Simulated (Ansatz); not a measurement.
Values for one crystal, relaxed and computed with the program Ansatz at the HSE06 level (PAW); other levels are named.

* **Volume per atom**: 35.40 Å³
* **Band gap**: 1.54 eV (direct)
* **Valence-band maximum**: at Γ
* **Conduction-band minimum**: at Γ
* **Gap with spin–orbit coupling**: 1.24 eV (at the special points and the edges found without it)
* **Pressure derivative B′**: 4.6
* **Bulk modulus (Birch–Murnaghan fit)**: 394 kbar

Q: Which of these materials gives this?
(A) MgS, wurtzite
(B) CdS, wurtzite
(C) CdS, zinc blende
(D) CdTe, wurtzite

A: D, CdTe, wurtzite

Space group P6_3mc (wurtzite). The cell is a constructed one: a structure type filled with these elements; the Crystallography Open Database copy checked does not list it. It is not the phase usual at ambient conditions (space group No. 216). The cell was relaxed with HSE06 under the symmetry of its start; whether a distortion lowers the energy is not shown. The hybrid was solved on a coarse mesh, the path and, where they were found, the r²SCAN edge points; its band edges are the extreme levels among these. Scalar-relativistic: spin–orbit coupling is off unless named, which matters more the heavier the elements.

Potentials: the later of the program's two PAW sets.
